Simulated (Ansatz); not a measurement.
ZrRh:
```yaml
crystal:
  lattice:
    - [6.05437, 0.00000, 0.00000]
    - [0.00000, 4.44423, 0.00000]
    - [0.00000, 0.00000, 5.24658]
  atoms:
    - { symbol: Zr, position: [0.82498, 0.75000, 0.85913] }
    - { symbol: Zr, position: [0.17502, 0.25000, 0.14087] }
    - { symbol: Zr, position: [0.67502, 0.25000, 0.35913] }
    - { symbol: Zr, position: [0.32498, 0.75000, 0.64087] }
    - { symbol: Rh, position: [0.45307, 0.75000, 0.16828] }
    - { symbol: Rh, position: [0.54693, 0.25000, 0.83172] }
    - { symbol: Rh, position: [0.04693, 0.25000, 0.66828] }
    - { symbol: Rh, position: [0.95307, 0.75000, 0.33172] }
```

Relaxed with PBEsol. Special points in fractions of this cell's reciprocal vectors: Γ (0.000, 0.000, 0.000); X (0.500, 0.000, 0.000); S (0.500, 0.500, 0.000); Y (0.000, 0.500, 0.000); Z (0.000, 0.000, 0.500); U (0.500, 0.000, 0.500); R (0.500, 0.500, 0.500); T (0.000, 0.500, 0.500).

Problem. List the band energies nearest the Fermi level at these points for PBEsol with spin–orbit coupling in the plane-wave PAW code Ansatz.

Solution. In eV from the Fermi level; about four levels below and three above (degenerate sets whole), none deeper than 8.9 eV; points with the same levels are listed once.

```tsv
k	below	above
Γ	-1.23 -1.23 -0.08 -0.08	0.16 0.16 0.24 0.24
X	-0.04 -0.04 -0.04 -0.04	0.32 0.32 0.32 0.32
S	-1.63 -1.63 -1.63 -1.63	0.09 0.09 0.09 0.09 0.10 0.10 0.10 0.10
Y	-0.09 -0.09 -0.09 -0.09	0.12 0.12 0.12 0.12
Z	-0.66 -0.66 -0.66 -0.66	0.18 0.18 0.18 0.18
U	-0.33 -0.33 -0.33 -0.33	0.23 0.23 0.23 0.23
R	-0.43 -0.43 -0.43 -0.43 -0.43 -0.43 -0.43 -0.43	1.35 1.35 1.35 1.35 1.35 1.35 1.35 1.35
T	-1.35 -1.35 -1.35 -1.35	0.20 0.20 0.20 0.20
```

Space group Pnma. The workflow started from a Materials Project entry (that database holds measured and hypothetical structures alike); the Crystallography Open Database files this formula in space group No. 62, but the cells were not matched. Whether it is the stable phase at ambient conditions was not checked. Symmetry was held in the PBEsol relaxation; of distortions, only those at the zone centre were tested. No spin polarisation was allowed.

Potentials: the later of the program's two PAW sets.
